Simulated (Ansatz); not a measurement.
**Calculated field gradients at the nuclei for ZnS**

The cell is a computed structure from the Materials Project (it need not be an observed phase), atoms as given.

```xyz
4
Lattice="3.8058 0.0000 0.0000 -1.9029 3.2959 0.0000 0.0000 0.0000 6.2380" Properties=species:S:1:pos:R:3 pbc="T T T"
Zn    0.0000    2.1973    0.0009
Zn    1.9029    1.0986    3.1199
S     0.0000    2.1973    2.3384
S     1.9029    1.0986    5.4574
```

Atom numbers follow the list; atoms alike are taken as one site, whose name carries the number of the first.

Computed with Ansatz: DFT, r2SCAN, plane waves and PAW, scalar-relativistic, 500 eV cutoff, Γ-centred 10×10×6 k-points, Fermi–Dirac smearing 0.01 eV.

V_zz is the principal component of the electric field gradient with the largest magnitude, η = (V_xx − V_yy)/V_zz and C_Q = eQV_zz/h.

67Zn: I = 5/2, Q = 122.0 mb; 33S: I = 3/2, Q = -69.40 mb. Quadrupole moments are those of Pyykkö's year-2017 table.

Q: Give the quadrupolar parameters of the distinct sites.

A: 

```json
{"site": "Zn", "atoms (order as listed)": "1, 2", "first shell": "4 S at 2.33–2.34 Å", "V_zz (10²¹ V/m²)": "0.079", "η": "0.00", "C_Q (MHz)": "0.233"}
{"site": "S", "atoms (order as listed)": "3, 4", "first shell": "4 Zn at 2.33–2.34 Å", "V_zz (10²¹ V/m²)": "0.25", "η": "0.00", "C_Q (MHz)": "-0.414"}
```

An axis of threefold or higher order runs through Zn and S, so V_zz lies along it and η is zero.

With these PAW files V_zz is typically within 2 to 3 % of all-electron values, but misses above 10 % occur on Zn.

Hardware: 1 thread of Arm Neoverse V1 (aarch64; 8 cores open to the job, memory cap 3.0 GiB, no GPU), a shared host with a load of 0.4 a core. Wall time 32 s, CPU time 32 s, peak memory 0.53 GiB.
